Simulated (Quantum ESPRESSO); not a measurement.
## Kohn-Sham bands of Zn2SeS (R3m)

```
CELL_PARAMETERS angstrom
     -1.95375     3.38399     0.00000
     -3.90750     0.00000     0.00000
     -1.95375     1.12800     6.38365
ATOMIC_POSITIONS crystal
  Zn 0.99626 0.99626 0.01121
  Zn 0.50363 0.50363 0.48911
  Se 0.37548 0.37548 0.87356
  S  0.87465 0.87465 0.37604
```

Cell from Materials Project (mp-1215446), symmetrised, no further relaxation. Not found in the COD (Crystallography Open Database) copy used; not checked further. Level: PBEsol, no spin polarisation, no spin-orbit coupling; pw.x of Quantum ESPRESSO at 69 Ry with PseudoDojo potentials, 6×6×6 k-points, Wannier90. Density: 10×10×10 mesh, cold smearing 0.01 Ry. Spin-orbit coupling, left out, would split the p-like bands by a few tenths of an eV.

Energies are relative to the valence-band maximum; weights are on the orthonormalised atomic waves of the pseudopotential files, averaged over the group. 62 electrons a cell are treated as valence.

Question: Into which isolated groups do the bands fall, where do they lie and what are they made of?

Answer: 
| bands | from (eV) | to (eV) | filling | weight on atomic waves |
|---|---|---|---|---|
| 1–2 | -125.06 | -124.92 | filled | Zn 3s 100 % |
| 3–8 | -79.36 | -79.21 | filled | Zn 3p 100 % |
| 9–13 | -46.91 | -46.89 | filled | Se 3d 100 % |
| 14–15 | -13.41 | -12.22 | filled | Se 4s 43 %, S 3s 42 %, Zn 4s 10 % |
| 16–25 | -6.70 | -5.85 | filled | Zn 3d 94 % |
| 26–31 | -5.51 | 0.00 | filled | Se 4p 39 %, S 3p 38 %, Zn 3d 9 % |

The Kohn-Sham gap over both meshes and the path is 1.37 eV.
